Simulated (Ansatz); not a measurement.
SiO2:
```xyz
12
Lattice="4.9826 0.0000 0.0000 0.0000 4.9826 0.0000 0.0000 0.0000 6.9210" Properties=species:S:1:pos:R:3 pbc="T T T"
Si     3.4772     3.4772     3.4605
Si     3.9966     0.9859     5.1908
Si     1.5054     1.5054     0.0000
Si     0.9859     3.9966     1.7303
O      4.4414     3.7953     2.2069
O      3.6786     1.9501     3.9372
O      0.5412     1.1873     5.6674
O      1.3040     3.0325     0.4767
O      1.9501     3.6786     2.9839
O      1.1873     0.5412     1.2536
O      3.0325     1.3040     6.4444
O      3.7953     4.4414     4.7141
```

Tensor components refer to the Cartesian frame of this cell.

Q: Give the high-frequency dielectric tensor and the Born effective charge tensors of the independent atoms from DFPT, DFT-r²SCAN in the program Ansatz with PAW potentials.

A: 
ε∞:
```
2.21  0.00  0.00
0.00  2.21  0.00
0.00  0.00  2.19
```
Z* of atom 1 (Si), rows: field, columns: displacement, in e:
```
 3.36   0.02  -0.17
 0.02   3.36   0.17
 0.33  -0.33   3.31
```
Z* of atom 5 (O), rows: field, columns: displacement, in e:
```
-2.30  -0.22   0.79
-0.16  -1.06   0.08
 0.79   0.21  -1.65
```

Static charges for comparison (Bader): Si1 +3.37, O5 -1.68 e. Born charges measure polarisation by displacement and can exceed these by far.

Space group P4_12_12. The r²SCAN relaxation kept the symmetry of its start.

Potentials: the earlier of the program's two PAW sets. The files were generated under PBE; for other functionals the program regenerates the frozen cores, and for LDA and PBEsol the local potential too.
